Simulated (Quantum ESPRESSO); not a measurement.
## Zr3In3YSn (one composition in several site orders)

Simulated, not a measurement. The program is pw.x of Quantum ESPRESSO 7.5 (plane-wave density functional theory). The cell is made up: eight metal atoms on a face-centred cubic lattice, with elements, volume, strain and displacements drawn at random and not relaxed, so it may be unstable or far from any real phase. PseudoDojo standard norm-conserving files set the functional (PBE unless stated); there is no spin polarisation or spin-orbit coupling, the Fermi-Dirac width of 0.25 eV means electrons at about 2900 K, and the masses in the input are unused placeholders. The tin pseudopotential is less sure than most, with forces differing by about three percent from a second method on plain tin. A spin test at this wide smearing found no moment, but such smearing suppresses magnetism that the real alloy may have.

The runs put one composition on the sites in different orders. Cell, positions, cutoff, mesh and smearing stay as in the input of run 1; sites are counted in its order. Stress in the tables is positive in tension.

Input of run 1:

```
&control calculation='scf', pseudo_dir='./dojo.nc.sr.pbe.v0_5.standard.upf', outdir='./o', disk_io='medium', tprnfor=.true., tstress=.true. /
&system ibrav=0, nat=8, ntyp=4, nbnd=63, ecutwfc=72.02867146, nosym=.true., tot_charge=0,
 occupations='smearing', smearing='fd', degauss=0.0183746611
/
&electrons conv_thr=1.470e-08, electron_maxstep=70, mixing_beta=0.5 /
ATOMIC_SPECIES
In 1.0 In.upf
Sn 1.0 Sn.upf
Y 1.0 Y.upf
Zr 1.0 Zr.upf
CELL_PARAMETERS angstrom
-0.0228 -2.3309 -2.32
-0.039 4.5219 -4.5001
9.1654 0.0066 0.0846
ATOMIC_POSITIONS angstrom
Zr -0.107 -0.1984 0.0089
In 4.56 -0.169 -0.0246
Zr -0.0352 2.3598 -2.142
Y 4.532 2.2988 -2.2815
Zr 2.1484 0.0928 -2.2414
In 6.8005 0.0184 -2.1439
Sn 2.0842 2.2717 -4.4428
In 6.6059 2.215 -4.4026
K_POINTS automatic
7 4 3 1 1 1
```

```
run  elements on sites 1 to 8  free energy less that of run 1 (eV)  -TS (eV)  pressure (GPa)  stress xx (GPa)  stress yy (GPa)  stress zz (GPa)  stress yz (GPa)  stress xz (GPa)  stress xy (GPa)  iterations
  1    Zr In Zr Y Zr In Sn In                                0.000    -1.391            1.43            -0.79            -1.45            -2.05            -0.37             1.73            -1.24          16
  2    In In Zr Zr Zr Sn Y In                                1.235    -1.556            3.33            -2.76            -3.54            -3.70             0.25             0.44             0.05          16
  3    In Y Sn In Zr Zr Zr In                                0.685    -1.481            1.49            -0.78            -1.51            -2.17             0.01             0.72             0.29          16
  4    In In Y Zr In Sn Zr Zr                                0.718    -1.573            2.69            -1.13            -4.25            -2.69            -2.68             0.71             0.43          16
  5    Zr Zr In Y Sn In In Zr                                0.620    -1.450            1.93            -1.15            -2.42            -2.22             0.32             1.27             0.00          17
  6    In In Zr Sn Y In Zr Zr                                0.191    -1.435            1.80            -1.50            -2.08            -1.82             0.65            -0.60             1.25          18
```

Forces Fx Fy Fz (eV/Å):

| site | run 1 | run 2 | run 3 | run 4 | run 5 | run 6 |
| --- | --- | --- | --- | --- | --- | --- |
| 1 | -0.12 0.65 -0.33 | 0.08 0.76 -0.22 | 0.02 0.73 -0.20 | -0.17 0.17 0.09 | 0.02 0.88 -0.27 | -0.15 0.40 0.17 |
| 2 | -0.62 0.91 -0.69 | -0.91 0.81 -0.35 | -0.69 1.44 -0.25 | -0.70 0.41 0.02 | -0.42 0.71 -0.08 | -0.56 0.60 0.02 |
| 3 | -0.21 -0.34 0.39 | -1.42 -0.75 0.58 | -0.36 -0.38 0.36 | -0.83 -0.43 0.26 | -0.95 -0.12 0.07 | -1.16 0.14 -0.25 |
| 4 | -0.75 -0.26 1.00 | 0.10 -0.65 1.18 | -0.90 -0.74 1.10 | -0.47 -0.12 0.72 | -1.07 -0.56 1.14 | -0.59 -0.06 0.35 |
| 5 | -0.21 -0.74 0.31 | 0.29 -0.15 -0.13 | -0.11 -0.55 0.16 | 0.80 -0.17 0.18 | 0.19 -0.81 0.50 | 0.84 -0.70 0.28 |
| 6 | 0.59 -0.23 -0.04 | 0.10 0.13 -0.25 | 1.01 -0.02 -0.62 | -0.39 0.18 -0.24 | 0.00 -0.54 0.09 | 0.50 -0.09 0.05 |
| 7 | -0.39 -0.04 -0.15 | 0.83 -0.09 -0.53 | 0.17 -0.15 -0.29 | 1.18 0.09 -0.62 | 0.48 0.16 -0.58 | 0.38 -0.18 -0.24 |
| 8 | 1.70 0.05 -0.49 | 0.94 -0.06 -0.27 | 0.86 -0.33 -0.26 | 0.57 -0.13 -0.40 | 1.74 0.28 -0.87 | 0.74 -0.11 -0.37 |

The sites are displaced and not relaxed, so the energy differences mix bonding between neighbours with strain and are not ordering energies. A rerun of one cell of this series at a higher cutoff and on a denser mesh moved values by no more than 0.007 eV in energy, 0.17 GPa in stress and 0.016 eV/Å in force, and a second program with other atomic files agreed on that cell to 2 % rms in force and 0.5 GPa in pressure.